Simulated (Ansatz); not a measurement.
The elements of this relaxed trial crystal are hidden behind letters.

```
lattice vectors (Å)
   5.5072    0.0000    0.0000
   0.0000    5.5072    0.0000
   0.0000    0.0000    5.5072
fractional positions
X 0.0000 0.0000 0.0000
Z 0.5000 0.0000 0.5000
Z 0.5000 0.5000 0.0000
Z 0.0000 0.5000 0.5000
Q 0.7505 0.2495 0.2495
Q 0.7505 0.7505 0.7505
Q 0.2495 0.2495 0.7505
Q 0.2495 0.7505 0.2495
```

These are results of Ansatz 0.2.0, DFT PBE, scalar-relativistic, plane waves, PAW, not measurements. Cutoff 420 eV, Γ-centred 6×6×6 mesh (8-atom cell), Gaussian smearing of 0.02 eV, no spin polarisation.

```
Space group                              : P-43m (No. 215)
Conventional cell                        : a = 5.507 Å
Volume per atom                          : 20.88 Å³
Density                                  : 3.58 g/cm³
Formation energy                         : −0.481 eV/atom
Gap on the 6×6×6 mesh of the 8-atom cell : 1.64 eV
```

Energies are uncorrected and count from the elements' standard states at the same level.

**Question.** X is a p-block element of period 3, Z is a p-block element of period 4 and Q is a p-block element of period 3. Which elements are they?

**Answer.** X = Al, Z = Ga, Q = P, so the formula is AlGa3P4. Density times volume gives a mean mass of 3.58 × 20.88/1.6605 = 45.0 u per atom, and this set has 45.0 u. Al is surrounded by 4 P at 2.38 Å; Ga is surrounded by 4 P at 2.39 Å; P is surrounded by 1 Al at 2.38 Å and 3 Ga at 2.39 Å. Other sets within the hints have nearly the same mass, so mass alone doesn't settle it; this one was computed.

Kohn–Sham gaps at this level usually fall short of measured ones. A structure relaxed within its symmetry needn't be a true minimum.
